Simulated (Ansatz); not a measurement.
The cell below belongs to a search over invented structures; it isn't taken from experiment.

Input and command of a plane-wave DFT calculation in Ansatz:

```yaml
crystal:
  lattice:
    - [2.51461588, 0.0, 0.0]
    - [-1.25730794, 2.17772124, 0.0]
    - [0.0, 0.0, 6.19049963]
  atoms:
    - { symbol: Er, position: [0.0, 0.0, 0.35166987] }
    - { symbol: Be, position: [0.0, 0.0, 0.93118867] }
basis:
  ecutwfc: 770
kpoints:
  mp_grid: { grid: [9, 9, 3] }
hamiltonian:
  xc: pbe
  pseudopotentials:
    kind: paw
    azcp: { Er: "pseudopotentials/pbe/nc/lanthanide_3plus/Er.nc.azcp" }
scf:
  occupations: { method: gaussian, width: 0.2 }
  lower_state_search: "off"
output:
  forces: true
  stress: true
  eigenvalues: true
relax:
  adjacent_minimum: "off"
  f_tol: 0.08
  max_steps: 16
  cell: { stress_tol: 0.8 }
```

```bash
ansatz run input.yaml --threads 1 --pin off --max-ram 2816MiB --backend cpu --events-out ev --progress --plain --runs-dir out
```

Processor: Intel(R) Xeon(R) Processor @ 2.50GHz (Skylake/Cascade Lake), 1 thread, on a host shared with other jobs.

**Question.** Estimate time, memory and problem size.

**Answer.** About 92 s, peak memory 0.37 GiB. It solves 11 bands at 24 k points (after reduction by symmetry) with about 2185 plane waves (on the last cell), in 73 SCF iterations over 11 ionic steps.

With its 4f electrons in the core of a norm-conserving potential, the lanthanide is trivalent by construction, without f bands, f moments or other valences.
